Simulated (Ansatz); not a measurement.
The following input was run with Ansatz 0.2.0.

```yaml
crystal:
  lattice:
    - [4.6865351744, 0.0, 0.0]
    - [0.0, 8.0587566393, 0.0]
    - [0.0, 0.0, 8.5176354822]
  atoms:
    - { symbol: Si, position: [0.1428638722, 0.0629215329, 0.1593281628] }
    - { symbol: Si, position: [0.1428638722, 0.4370784671, 0.6593281628] }
    - { symbol: Si, position: [0.6428638722, 0.5629215329, 0.8406718372] }
    - { symbol: Si, position: [0.3571361278, 0.4370784671, 0.1593281628] }
    - { symbol: Si, position: [0.8571361278, 0.5629215329, 0.3406718372] }
    - { symbol: Si, position: [0.8571361278, 0.9370784671, 0.8406718372] }
    - { symbol: Si, position: [0.6428638722, 0.9370784671, 0.3406718372] }
    - { symbol: Si, position: [0.3571361278, 0.0629215329, 0.6593281628] }
    - { symbol: O, position: [0.5901253333, 0.0554953569, 0.7989284031] }
    - { symbol: O, position: [0.5901253333, 0.4445046431, 0.2989284031] }
    - { symbol: O, position: [0.4098746667, 0.5554953569, 0.7010715969] }
    - { symbol: O, position: [0.25, 0.25, 0.6395423651] }
    - { symbol: O, position: [0.0901253333, 0.5554953569, 0.2010715969] }
    - { symbol: O, position: [0.4098746667, 0.9445046431, 0.2010715969] }
    - { symbol: O, position: [0.9098746667, 0.0554953569, 0.2989284031] }
    - { symbol: O, position: [0.0, 0.5, 0.5] }
    - { symbol: O, position: [0.75, 0.75, 0.3604576349] }
    - { symbol: O, position: [0.75, 0.75, 0.8604576349] }
    - { symbol: O, position: [0.9098746667, 0.4445046431, 0.7989284031] }
    - { symbol: O, position: [0.5, 0.5, 0.0] }
    - { symbol: O, position: [0.25, 0.25, 0.1395423651] }
    - { symbol: O, position: [0.0901253333, 0.9445046431, 0.7010715969] }
    - { symbol: O, position: [0.0, 0.0, 0.0] }
    - { symbol: O, position: [0.5, 0.0, 0.5] }
basis:
  ecutwfc: 420
kpoints:
  mp_grid: { grid: [6, 4, 4] }
  band_path:
    path:
      - [[0.0, 0.0, 0.0], [0.5, 0.0, 0.0], [0.5, 0.5, 0.0], [0.0, 0.5, 0.0], [0.0, 0.0, 0.0], [0.0, 0.0, 0.5], [0.5, 0.0, 0.5], [0.5, 0.5, 0.5], [0.0, 0.5, 0.5], [0.0, 0.0, 0.5]]
      - [[0.5, 0.0, 0.0], [0.5, 0.0, 0.5]]
      - [[0.0, 0.5, 0.0], [0.0, 0.5, 0.5]]
      - [[0.5, 0.5, 0.0], [0.5, 0.5, 0.5]]
    npoints: 10
hamiltonian:
  xc: lda
scf:
  occupations: { method: gaussian, width: 0.02 }
  n_extra_bands: 60
output:
  forces: true
  stress: true
  eigenvalues: true
  populations: true
  dos: { projected: true, de: 0.02, nscf_kmesh: { grid: [9, 6, 6] } }
  bader: false
  write_density: true
  write_potential: true
  elf: true
  volumetric_format: npy
```

Command:
```bash
ansatz run input.yaml --threads 4 --pin off --max-ram 10240MiB --backend cpu --events-out ev --progress --plain --runs-dir out
```

Computed with DFT LDA, scalar-relativistic, plane waves, PAW in Ansatz.

Part of what the program printed, abridged (iterations and final results):

```
SCF iter   1: F=—  HF=-13781.533505 eV  |F-HF|=—  |Δ(HF+E_count)|=         —  Δρ=1.33e-2  dr2=5.17e-1  ethr=1.77e-3  ⟨swp⟩=6.0  Hψ=21933  notcnv=0  defer=1154
SCF iter   2: F=—  HF=-13781.385623 eV  |F-HF|=—  |Δ(HF+E_count)|=   1.48e-1  Δρ=3.72e-3  dr2=1.46e-2  ethr=4.04e-4  ⟨swp⟩=3.0  Hψ=7417  notcnv=0  defer=1993
SCF iter   3: F=—  HF=-13781.381146 eV  |F-HF|=—  |Δ(HF+E_count)|=   4.48e-3  Δρ=1.60e-3  dr2=4.92e-3  ethr=1.14e-5  ⟨swp⟩=3.0  Hψ=4814  notcnv=0  defer=1993
SCF iter   4: F=—  HF=-13781.379998 eV  |F-HF|=—  |Δ(HF+E_count)|=   1.15e-3  Δρ=7.23e-4  dr2=9.70e-4  ethr=3.85e-6  ⟨swp⟩=1.0  Hψ=2471  notcnv=0  defer=1993
SCF iter   5: F=—  HF=-13781.379736 eV  |F-HF|=—  |Δ(HF+E_count)|=   2.63e-4  Δρ=2.05e-4  dr2=8.70e-5  ethr=7.58e-7  ⟨swp⟩=2.1  Hψ=4467  notcnv=0  defer=1993
SCF iter   6: F=—  HF=-13781.379900 eV  |F-HF|=—  |Δ(HF+E_count)|=   1.64e-4  Δρ=2.25e-5  dr2=1.24e-6  ethr=6.80e-8  ⟨swp⟩=2.1  Hψ=3987  notcnv=0  defer=1993
SCF iter   7: F=-13781.379900 eV  HF=-13781.379900 eV  |F-HF|=3.11e-8  |Δ(HF+E_count)|=   4.42e-7  Δρ=3.29e-6  dr2=3.29e-8  ethr=7.81e-11  ⟨swp⟩=20.8  Hψ=42373  notcnv=0
SCF 1 converged in 7 iterations: F = -13781.379900 eV  dr2 = 3.29e-8
SCF converged after 7 iterations
Free energy (F): -13781.379900 eV
Harris-Foulkes:  -13781.379900 eV  (|F-HF|=3.11e-8)
Internal energy: -13781.379900 eV  (E = F + TS)
E sigma→0 (E₀):  -13781.379900 eV
Fermi energy:    4.479924 eV
--- Per-component energies (eV) ---
  E_band       = -668.998554
  E_kinetic    = 3207.579510
  E_local      = -8486.882454  (includes V_loc(G=0)·N_el)
  E_nonlocal   = 1005.074600
  E_hartree    = 3061.176460
  E_xc         = -1606.333331
  E_vxc        = -1879.808717  (∫ρ·V_xc dr)
  E_paw        = -6265.584742  (= ΣΔE_a)
  E_vpaw       = -637.364800  (= ΣTr[D̂ρ^β])
  E_aug_tail   = 0.042738  (compensation charges beyond the density's cutoff)
  E_ewald      = -4698.678070
  E_core_change = 2.225390  (= ΣΔE_core)
  E_smearing   =  0.000000  (= −TS)
--- Forces (eV/Å), atoms counted from 1 ---
  atom   1  Si    -0.00000162    -0.00141508     0.00250112
  atom   2  Si    -0.00000162     0.00141508     0.00250112
  atom   3  Si    -0.00000162    -0.00141508    -0.00250112
  atom   4  Si     0.00000162     0.00141508     0.00250112
  atom   5  Si     0.00000162    -0.00141508    -0.00250112
  atom   6  Si     0.00000162     0.00141508    -0.00250112
  atom   7  Si    -0.00000162     0.00141508    -0.00250112
  atom   8  Si     0.00000162    -0.00141508     0.00250112
  atom   9  O     -0.00034338     0.00047677    -0.00030484
  atom  10  O     -0.00034338    -0.00047677    -0.00030484
  atom  11  O      0.00034338     0.00047677     0.00030484
  atom  12  O      0.00000000     0.00000000    -0.00088798
  atom  13  O     -0.00034338     0.00047677     0.00030484
  atom  14  O      0.00034338    -0.00047677     0.00030484
  atom  15  O      0.00034338     0.00047677    -0.00030484
  atom  16  O      0.00000000     0.00000000     0.00000000
  atom  17  O      0.00000000     0.00000000     0.00088798
  atom  18  O      0.00000000     0.00000000     0.00088798
  atom  19  O      0.00034338    -0.00047677    -0.00030484
  atom  20  O      0.00000000     0.00000000     0.00000000
  atom  21  O      0.00000000     0.00000000    -0.00088798
  atom  22  O     -0.00034338    -0.00047677     0.00030484
  atom  23  O      0.00000000     0.00000000     0.00000000
  atom  24  O      0.00000000     0.00000000     0.00000000
--- Stress (GPa, compression-positive) ---
       -0.011999       0.000000       0.000000
        0.000000       0.001391       0.000000
        0.000000       0.000000      -0.005427
  P = ⅓ Tr σ = -0.0053 GPa (-0.053 kbar)
--- Band table (eV; the first three rows and the last of 36) ---
  k-point 0: bands = ["-17.6116", "-17.1576", "-17.1276", "-16.6272", "-16.6022", "-16.1178", "-16.1137", "-15.4816", "-15.4310", "-15.4033", "-15.3577", "-15.3474", "-15.3459", "-15.3384", "-15.3378", "-15.3262", "-8.0179", "-6.7319", "-6.6937", "-6.1887", "-5.3201", "-5.0815", "-4.9033", "-4.1879", "-4.0409", "-3.9925", "-3.6914", "-3.6664", "-3.6462", "-3.6001", "-3.5249", "-3.4251", "-1.5342", "-1.5141", "-1.3494", "-1.2913", "-1.2161", "-1.1347", "-0.9447", "-0.9410", "-0.8451", "-0.8309", "-0.6474", "-0.5938", "-0.5535", "-0.2072", "-0.2055", "-0.0946", "-0.0407", "0.0874", "0.1030", "0.1566", "0.2716", "0.4505", "0.4981", "0.5445", "0.7485", "0.8251", "0.9642", "1.1467", "1.3416", "1. ...
  k-point 1: bands = ["-17.5650", "-17.2476", "-17.1069", "-16.7505", "-16.4979", "-16.1588", "-15.9411", "-15.4758", "-15.4405", "-15.4382", "-15.3991", "-15.3613", "-15.3459", "-15.3391", "-15.3365", "-15.3274", "-7.8924", "-7.0668", "-6.6063", "-5.8282", "-5.7645", "-5.0352", "-4.6832", "-4.1431", "-4.0695", "-4.0347", "-3.6750", "-3.6614", "-3.6462", "-3.6326", "-3.5455", "-3.4761", "-1.5633", "-1.5288", "-1.3284", "-1.2063", "-1.1897", "-1.0894", "-1.0417", "-0.8462", "-0.7805", "-0.7197", "-0.6518", "-0.5980", "-0.5512", "-0.3057", "-0.2044", "-0.1339", "-0.0964", "0.0744", "0.1165", "0.2442", "0.2802", "0.3866", "0.5283", "0.5537", "0.7838", "0.8627", "0.8994", "1.0387", "1.2920", "1. ...
  k-point 2: bands = ["-17.4330", "-17.4330", "-16.9617", "-16.9617", "-16.2963", "-16.2963", "-15.6594", "-15.6594", "-15.4579", "-15.4579", "-15.3856", "-15.3856", "-15.3424", "-15.3424", "-15.3319", "-15.3319", "-7.5474", "-7.5474", "-6.2582", "-6.2582", "-5.3720", "-5.3720", "-4.3021", "-4.3021", "-4.0625", "-4.0625", "-3.6881", "-3.6881", "-3.5970", "-3.5970", "-3.5768", "-3.5768", "-1.5583", "-1.5583", "-1.2415", "-1.2415", "-1.1879", "-1.1879", "-0.7053", "-0.7053", "-0.6748", "-0.6748", "-0.6346", "-0.6346", "-0.6220", "-0.6220", "-0.1746", "-0.1746", "0.0145", "0.0145", "0.0896", "0.0896", "0.4160", "0.4160", "0.6053", "0.6053", "0.7952", "0.7952", "0.8770", "0.8770", "1.3104", "1.3 ...
  k-point 35: bands = ["-17.0750", "-17.0750", "-16.6300", "-16.6300", "-16.6278", "-16.6278", "-16.0723", "-16.0723", "-15.4829", "-15.4829", "-15.4133", "-15.4133", "-15.3952", "-15.3952", "-15.3600", "-15.3600", "-7.1422", "-7.1422", "-5.9969", "-5.9969", "-5.8499", "-5.8499", "-4.3713", "-4.3713", "-4.1696", "-4.1696", "-3.6505", "-3.6505", "-3.3734", "-3.3734", "-3.3659", "-3.3659", "-1.6554", "-1.6554", "-1.6031", "-1.6031", "-1.5184", "-1.5184", "-0.9263", "-0.9263", "-0.7943", "-0.7943", "-0.6316", "-0.6316", "-0.1509", "-0.1509", "-0.0891", "-0.0891", "0.0648", "0.0648", "0.0722", "0.0722", "0.6312", "0.6312", "0.9008", "0.9008", "0.9249", "0.9249", "0.9673", "0.9673", "1.2515", "1. ...
--- Löwdin populations: 24 sites ---
  site symbol q [e]
     0     Si      2.2391
     1     Si      2.2391
     2     Si      2.2391
     3     Si      2.2391
     4     Si      2.2391
     5     Si      2.2391
     6     Si      2.2391
     7     Si      2.2391
     8      O      6.7688
     9      O      6.7688
    10      O      6.7688
    11      O      6.7714
    12      O      6.7688
    13      O      6.7688
    14      O      6.7688
    15      O      6.7712
    16      O      6.7714
    17      O      6.7714
    18      O      6.7688
    19      O      6.7712
    20      O      6.7714
    21      O      6.7688
    22      O      6.7712
    23      O      6.7712
  spilling = 0.013798 (of n_electrons = 128.000000)
```

The run converged.

Time: 2 min on 4 threads of Oxide Virtual Turin-like Processor (Zen 5), on a shared host, peak memory 3 GiB.